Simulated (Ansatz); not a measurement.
VSb (NiAs type, space group No. 194), PBEsol (plane waves, PAW; program Ansatz), all energies at zero smearing, with the estimated change up to a 700 eV cutoff added, with one set of potentials and settings (totals compare only within such a set). Cell of 4 atoms (2 V, 2 Sb): -18586.766 eV.

```csv
element,reference phase,E (eV/atom)
V,"Im-3m, 1 atoms in the cell",-2885.2930
Sb,"R-3m, 2 atoms in the cell",-6408.0873
```

Formation energy per atom, worked out: (-18586.766 − 2×(-2885.2930) − 2×(-6408.0873))/4 = -0.001 eV/atom (0 kJ per mol of atoms), at 0 K, without zero-point energy or fitted corrections.

Space group P6_3/mmc (NiAs type). The first step of the workflow began from a Materials Project structure, measured or hypothetical; the Crystallography Open Database copy checked does not list it. Whether it is the stable phase at ambient conditions was not checked. The PBEsol relaxation kept the symmetry of its start; its stability against distortions is not shown here. The final state is ferromagnetic, chosen from 5 collinear starts compared on coarse meshes (ties went to the first, and starts can fall back to one state), not a proven ground state. The program gave a warning on the electronic state, which may not be the lowest. The references are the lowest solids computed at this level, not always the standard phases. Scalar-relativistic: spin–orbit coupling is off unless named, which matters more the heavier the elements.

Potentials: the later of the program's two PAW sets.
